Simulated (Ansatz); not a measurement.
Si3N4:
Space group Fd-3m, origin choice 1 (No. 227); a = 7.730 Å, b = 7.730 Å, c = 7.730 Å, α = 90.00°, β = 90.00°, γ = 90.00°

```csv
atom,site,symmetry,x,y,z
Si,16c,.-3m,0.1250,0.1250,0.1250
Si,8b,-43m,0.5000,0.5000,0.5000
N,32e,.3m,0.3676,0.3676,0.3676
```
(The calculation used a cell of 14 atoms; values per cell refer to that cell.)

Relaxed with r²SCAN.

### Question
Give the optical modes at the zone centre with their infrared and Raman activity from DFPT, r²SCAN (plane waves, PAW; program Ansatz).

### Answer
Transverse frequencies, without the LO–TO term; a row sums one degenerate level.

| ω (cm⁻¹) | degeneracy | IR ((D/Å)²/amu) | Raman (Å⁴/amu) | activity |
|---|---|---|---|---|
| 319 | 3 | 0.00 | 0 | silent |
| 416 | 3 | 0.83 | 0 | IR |
| 424 | 3 | 0.00 | 0.13 | Raman |
| 449 | 2 | 0.00 | 0 | silent |
| 508 | 3 | 0.00 | 0 | silent |
| 527 | 2 | 0.00 | 19 | Raman |
| 612 | 3 | 339.83 | 0 | IR |
| 631 | 3 | 0.00 | 0 | silent |
| 729 | 3 | 0.00 | 1.4 | Raman |
| 735 | 3 | 25.10 | 0 | IR |
| 788 | 2 | 0.00 | 0 | silent |
| 788 | 1 | 0.00 | 0 | silent |
| 812 | 3 | 130.36 | 0 | IR |
| 848 | 3 | 0.00 | 31 | Raman |
| 954 | 1 | 0.00 | 0 | silent |
| 981 | 1 | 0.00 | 11 | Raman |

### Question
How high does the top mode go among those that the LO–TO term moves?

### Answer
1054 cm⁻¹ for q along x.

Symmetry was held in the r²SCAN relaxation; phonons on a q-mesh show no instability.

Potentials: the later of the program's two PAW sets.
